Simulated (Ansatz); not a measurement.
Here is an unrelaxed guess for Tm2I3.

```xyz
5
Lattice="7.3237 0.0000 0.0000 -3.6619 6.3425 0.0000 0.0000 0.0000 4.7692" Properties=species:S:1:pos:R:3 pbc="T T T"
Tm    0.0000    4.2283    0.0000
Tm    3.6619    2.1142    0.0000
I     3.6619    0.0000    0.0000
I    -1.8309    3.1713    0.0000
I     1.8309    3.1713    0.0000
```

Level of theory: DFT PBE, scalar-relativistic, plane waves, PAW, and for the lanthanide a 4f-in-core norm-conserving potential (Ansatz). Settings: cutoff 690 eV, Γ-centred mesh 3×3×4 on the computed 5-atom cell, Gaussian smearing of 0.10 eV; no spin polarisation.

The zero of energy is the elements' standard structures at the same level; no fitted shifts are applied.

Problem. What does a single point on this coarse mesh give?

Solution. The pressure is 56.9 GPa (the mean over three directions, positive in compression), the largest force is 0.00 eV/Å (symmetry fixes the atoms), and the energy is +5.42 eV/atom against the elements. The shortest distance is 2.11 Å.

Problem. How much does it gain on relaxing, and where does it end?

Solution. Relaxing gains about 5.9 eV/atom (the start's value is from the coarse mesh, so the gain is rough) in 18 ionic steps and ends at −0.47 eV/atom on the finer mesh. The symmetry stays P6/mmm (No. 191). The volume per atom grows by 56.3 %, from 44.3 to 69.2 Å³. The shortest distance goes from 2.11 Å (Tm–I) to 2.94 Å (Tm–I). The ratio c/a of the conventional cell changes by a factor of 0.58. Conventional cell: a = 10.190 Å, c = 3.850 Å. Tm is surrounded by 3 I at 2.94 Å; around I lie 2 Tm at 2.94 Å.

The last run used a 6×6×10 mesh (in the run's order of axes) for its 5-atom cell and Gaussian smearing of 0.10 eV. These runs have no spin–orbit coupling, which can matter for I. An odd number of valence electrons (the lanthanide is held trivalent, its 4f shell in the core) allows no gap without spin; another valence of the lanthanide, a larger cell or a magnetic state could open one. The cell is a metal run without spin; a magnetic state may lie lower. The reference form of I is held partly by dispersion forces, which this level lacks. The relaxation can't lower the symmetry of the start. Symmetry constrained the relaxation, so the result can be a saddle point.

The lanthanide is trivalent by construction, without f bands, f moments or other valences. The reference runs of the other elements, and any phases without the lanthanide, used 420 eV, which shifts energies against them by under 10 meV/atom. The lanthanide's reference is the lowest of its hcp, dhcp and fcc cells.
